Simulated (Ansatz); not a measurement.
SiNi₃ (Cu3Au type), relaxed and computed with several functionals in Ansatz (plane waves, PAW).

```csv
functional,a (Å),B₀ by P(V) fit (GPa)
PBE,___,___
HSE06,3.461,235
PBEsol,3.461,240
r²SCAN,3.464,240
```

**Question.** Complete the blanks.

**Answer.** 
- PBE, a (Å): 3.506
- PBE, B₀ by P(V) fit (GPa): 213

Began spin-polarised and lost the moments: SiNi3, Cu3Au type with PBE; SiNi3, Cu3Au type with HSE06; SiNi3, Cu3Au type with PBEsol; SiNi3, Cu3Au type with r²SCAN. All cells were relaxed under the symmetry of their starts (and spin orders); stability against distortions was not tested throughout.

Potentials: the later of the program's two PAW sets.

Ansatz (a first-principles code) is a plane-wave DFT program.
